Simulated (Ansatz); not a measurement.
## Ta$_{4}$O: a vibration from a frozen displacement

Level of theory: Ansatz 0.2.0, DFT PBEsol, scalar-relativistic, plane waves, PAW. The runs took a 420 eV cutoff, a Γ-centred 14×14×8 mesh and Gaussian smearing (0.15 eV). Spin–orbit coupling is left out, which matters for the heavy elements here. No spin polarisation. Energies are free energies at this smearing, counted from the undisturbed cell; pressure is positive in compression.

The undisturbed cell (relaxed at this level; with this scan's settings it stands at 0.1 GPa; it needn't be the usual structure):

```
Ta O
1.0
     3.21094    0.00000    0.00000
     0.00000    3.21094    0.00000
     0.00000    0.00000    7.34198
Ta O
4 1
Direct
  0.00000 0.00000 0.50000
  0.50000 0.50000 0.78278
  0.50000 0.50000 0.21722
  0.00000 0.00000 0.00000
  0.50000 0.50000 0.50000
```

Atom 4 (Ta) is moved by x along the Cartesian unit vector (0.707, 0.707, 0.000); the cell and all other atoms stay fixed. The cell's volume is 75.70 Å³; the moved atoms weigh 180.948 u together and the others 558.843 u. Some rows repeat others by symmetry and weren't run.

```csv
x (Å),ΔE (meV/cell),total force on the moved atoms along the move (eV/Å),pressure (GPa)
-0.2000,292.59,2.9605,1.6282
-0.1667,202.47,2.4525,1.1648
-0.1333,129.00,1.9485,0.7809
-0.0667,32.13,0.9651,0.2648
0.0000,0.00,0.0000,0.0904
0.0667,32.13,-0.9651,0.2648
0.1333,129.00,-1.9485,0.7809
0.1667,202.47,-2.4525,1.1648
0.2000,292.59,-2.9605,1.6282
```

What frequency belongs to this motion?

The force constant is k = −dF/dx = 14.469 eV/Å², from the parabola through x = -0.0667, 0 and 0.0667. In every cell the moved atoms swing against the rest, so the mass is μ = m₁m₂/(m₁ + m₂) = 136.689 u, and ν̃ = 521.5 cm⁻¹ × √(|k|/μ) = 170 cm⁻¹. The pattern needn't be a normal mode: ν̃² is then a weighted mean of the squared nonzero frequencies at the zone centre of this cell, so it lies between the lowest and the highest of them.

How far does the harmonic law reach?

At x = -0.200 Å, kx²/2 = 289.37 meV against the computed 292.59 meV (+1.1 %): the well is still close to harmonic there.

The pressure changes with x². What does that say about the frequency under compression?

With E = k(V)x²/2, k ∝ V^(−2γ) and x scaling with the cell as V^(1/3), P − P0 = −∂E/∂V = (2γ − 2/3) ΔE/V. At x = 0.1333 Å, V(P − P0) = 75.70 × 0.69057 / 160.2 eV = 326.27 meV and ΔE = 129.00 meV, so γ = 1/3 + V(P − P0)/(2ΔE) = 1.60. This is the Grüneisen parameter of the motion under uniform scaling of the cell: shrinking the cell evenly by 1 % in volume raises the frequency by about 1.60 %.

No gap shows at this level, though a semilocal functional can close a small gap that the real compound has; without a gap these slopes depend on the k mesh and the smearing.